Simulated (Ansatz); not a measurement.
## Lattice vibrations of Sn4F3 at Γ

Method: Ansatz 0.2.0, DFT PBE, scalar-relativistic, plane waves, PAW. Plane waves to 420 eV; Γ-centred k mesh 8×8×2; Gaussian smearing of 0.10 eV. No spin polarisation. Phonons by linear response, acoustic sum rule imposed.

Relaxed structure:
```
CELL_PARAMETERS angstrom
4.11387 0.00000 0.00000
0.00000 4.11387 0.00000
0.00000 0.00000 17.24755
ATOMIC_POSITIONS crystal
Sn 0.50000 0.00000 0.08671
Sn 0.00000 0.50000 0.91329
Sn 0.00000 0.50000 0.26215
Sn 0.50000 0.00000 0.73785
Sn 0.00000 0.50000 0.63666
Sn 0.50000 0.00000 0.36334
Sn 0.00000 0.50000 0.45649
Sn 0.50000 0.00000 0.54351
F 0.50000 0.50000 0.00000
F 0.00000 0.00000 0.00000
F 0.50000 0.50000 0.82693
F 0.00000 0.00000 0.82693
F 0.00000 0.00000 0.17307
F 0.50000 0.50000 0.17307
```

The structure comes from a proposed guess, relaxed at this level; another structure or a mixture of phases may lie lower. In a metal, frequencies depend on the k mesh and the smearing, soft modes most. Spin–orbit coupling is left out, which matters for heavy elements.

Question: Is this structure stable against zone-centre distortions?

Answer: No: 9 of the 39 optical modes are imaginary.

Question: List the optical modes at Γ (i marks imaginary ones).

Answer:
```tsv
frequency (cm⁻¹)	degeneracy
71i	1
69i	2
66i	2
54i	2
34i	2
31	2
32	2
46	1
56	2
66	1
69	1
70	2
77	1
85	2
97	2
115	1
118	1
134	1
135	1
140	2
159	1
187	1
189	2
220	2
307	1
311	1
```
